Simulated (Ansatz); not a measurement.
HgS (cinnabar type, space group P3_221)

```
HgS
1.0
    4.46492     0.00000     0.00000
   -2.23246     3.86673     0.00000
    0.00000     0.00000     9.75823
Hg S
3 3
Direct
  0.76921   0.00000   0.66667
  0.00000   0.76921   0.33333
  0.23079   0.23079   0.00000
  0.44688   0.00000   0.16667
  0.00000   0.44688   0.83333
  0.55312   0.55312   0.50000
```

The slice is a (-1 1 0 2) plane (indices of the conventional cell) through the point (0.000, 0.447, 0.833) (fractional), spanned by u = [110] and v = [1 -1 1] in vectors of this cell: u (4.46 Å) and v (12.45 Å, at 90° to u). It covers one period; positions are fractions (u, v).

Calculation: PBE (plane waves to 420 eV, PAW, scalar-relativistic; Ansatz, a first-principles code). k mesh 9×9×4. Near the nuclei the fields are pseudised (PAW); where an atom keeps semicore shells as valence, they peak there. HgS was relaxed with its symmetry unable to fall. Spin-orbit coupling is left out, though Hg is heavy. The relaxed volume of HgS is well above the measured one; the method has no dispersion term.

Task: Predict the map of the valence electron density on the slice.

Result: 
```tsv
v \ u	0.00	0.10	0.20	0.30	0.40	0.50	0.60	0.70	0.80	0.90
0.93	-0.2	-0.3	-0.7	-1.2	-1.5	-1.5	-1.2	-1.0	-0.6	-0.3
0.86	-1.3	-1.4	-1.5	-1.7	-1.8	-1.8	-1.7	-1.5	-1.4	-1.4
0.79	-0.8	-0.8	-0.9	-1.2	-1.4	-1.5	-1.2	-0.9	-0.7	-0.7
0.71	-0.1	-0.5	-0.8	-1.1	-1.3	-1.1	-0.5	0.0	0.0	0.1
0.64	-0.3	-0.8	-1.2	-1.5	-1.6	-1.2	-0.6	-0.1	0.1	0.0
0.57	-1.2	-1.5	-1.7	-1.9	-1.8	-1.6	-1.3	-1.1	-0.9	-1.0
0.50	-1.2	-1.4	-1.5	-1.6	-1.4	-1.0	-0.7	-0.6	-0.8	-1.0
0.43	-0.2	-0.4	-0.7	-1.1	-1.0	-0.5	-0.2	-0.1	-0.2	-0.2
0.36	0.0	-0.1	-0.5	-1.0	-1.3	-1.1	-0.9	-0.7	-0.4	-0.1
0.29	-0.4	-0.5	-0.8	-1.3	-1.7	-1.8	-1.6	-1.2	-0.8	-0.5
0.21	0.9	0.7	-0.1	-0.9	-1.5	-1.8	-1.6	-0.9	-0.2	0.6
0.14	0.6	0.4	-0.3	-1.0	-1.6	-1.8	-1.6	-1.1	-0.4	0.3
0.07	-0.1	-0.2	-0.6	-1.1	-1.6	-1.8	-1.6	-1.1	-0.6	-0.2
0.00	-3.0	0.0	-0.2	-0.8	-1.4	-1.5	-1.2	-0.7	-0.2	0.0
```

Values: log₁₀ of the valence density in e/Å³. The scale is logarithmic, as a density can span decades between atoms and voids; values under 0.001 e/Å³ are set to 0.001.
